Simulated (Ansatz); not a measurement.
La$_{2}$MoO$_{6}$ in space group I4_1/acd (No. 142; La on 16d, Mo on 8a, O on 16e, O on 32g), the program Ansatz at the PBE level (PAW), all energies at zero smearing, with the estimated change up to a 700 eV cutoff added, with one set of potentials and settings (totals compare only within such a set). Cell of 36 atoms (8 La, 4 Mo, 24 O): -83490.298 eV.

```json
[
 {"element": "La", "reference phase": "P6_3/mmc, 4 atoms in the cell", "E (eV/atom)": "-6250.0953"},
 {"element": "Mo", "reference phase": "Im-3m, 1 atoms in the cell", "E (eV/atom)": "-4956.0212"},
 {"element": "O", "reference phase": "C2/m, 4 atoms in the cell, spin-polarised", "E (eV/atom)": "-565.0000"}
]
```

Formation energy per atom, worked out: (-83490.298 − 8×(-6250.0953) − 4×(-4956.0212) − 24×(-565.0000))/36 = -2.929 eV/atom (-283 kJ per mol of atoms), at 0 K, without zero-point energy or fitted corrections.

The first step of the workflow began from a Materials Project structure, measured or hypothetical; the Crystallography Open Database copy checked does not list it. COD files the formula under space group No. 121. Its standing as an ambient phase is unchecked. The cell was relaxed with PBE under the symmetry of its start; whether a distortion lowers the energy is not shown. The run is not spin-polarised. No Hubbard U is applied. The references are the lowest solids computed at this level, not always the standard phases (solids in place of the gases). Scalar-relativistic: spin–orbit coupling is off unless named, which matters more the heavier the elements.

Potentials: the later of the program's two PAW sets.
